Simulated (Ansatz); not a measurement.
**Equation of state of tantalum, omega (AlB2-type)**

All numbers below come from Ansatz, DFT, BLYP, plane waves (420 eV) with PAW, scalar-relativistic. (PAW data from PBE, frozen cores regenerated.)

The cell is scaled uniformly from the relaxed one, with fractional coordinates and shape fixed. Energies are extrapolated to zero smearing, pressures are those at the given smearing. Magnetic state: spin not included.

```json
{"V (Å³/atom)": "16.946", "E − E₀ (meV/atom)": "178.4", "P (GPa)": "28.00"}
{"V (Å³/atom)": "17.717", "E − E₀ (meV/atom)": "72.9", "P (GPa)": "16.74"}
{"V (Å³/atom)": "18.487", "E − E₀ (meV/atom)": "16.3", "P (GPa)": "7.51"}
{"V (Å³/atom)": "19.257", "E − E₀ (meV/atom)": "0.0", "P (GPa)": "-0.07"}
{"V (Å³/atom)": "20.027", "E − E₀ (meV/atom)": "16.7", "P (GPa)": "-6.30"}
{"V (Å³/atom)": "20.798", "E − E₀ (meV/atom)": "60.6", "P (GPa)": "-11.41"}
{"V (Å³/atom)": "21.568", "E − E₀ (meV/atom)": "126.7", "P (GPa)": "-15.59"}
```

(1) Fit a third-order Birch-Murnaghan equation.

## Answers

(1) V₀ = 19.23 Å³/atom, B₀ = 172 GPa, B₀′ = 3.9.
